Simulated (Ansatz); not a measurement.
Values for one crystal, relaxed and computed with DFT-r²SCAN in the program Ansatz with PAW potentials; other levels are named.

| Item | Result |
|---|---|
| Volume per atom | 12.27 Å³ |
| Electronic character | metallic (no gap) |
| Density of states at the Fermi level | 0.32 states/eV per atom (mean over ±0.08 eV) |
| Debye temperature from the elastic constants | 722 K |
| Pressure derivative B′ | 4.4 |
| Poisson's ratio | 0.20 |
| Formation energy from the elements (no fitted shifts) | -0.95 eV/atom |

Which compound is it?
(A) Zr2HC, P3m1 (Zr on 1a, Zr on 1b, H on 1a, C on 1c)
(B) TiGeSb, P4/nmm (Ti on 2c, Ge on 2a, Sb on 2c)
(C) TcB2, P6_3/mmc (Tc on 2c, B on 4f)
(D) Ti3GeC2, P6_3/mmc (Ti on 4f, Ti on 2a, Ge on 2b, C on 4f)

D, Ti3GeC2, P6_3/mmc (Ti on 4f, Ti on 2a, Ge on 2b, C on 4f)

The first step of the workflow began from a Materials Project structure, measured or hypothetical; the Crystallography Open Database copy checked does not list it. Whether it is the stable phase at ambient conditions was not checked. The r²SCAN relaxation kept the symmetry of its start; whether a distortion lowers the energy is not shown. The run is not spin-polarised. As this level gives no gap, shear constants depend on the k-mesh and smearing (Fermi–Dirac, 0.1 eV here). The references are the lowest solids computed at this level, not always the standard phases. Spin–orbit coupling is left out wherever it is not named.

Potentials: the later of the program's two PAW sets.
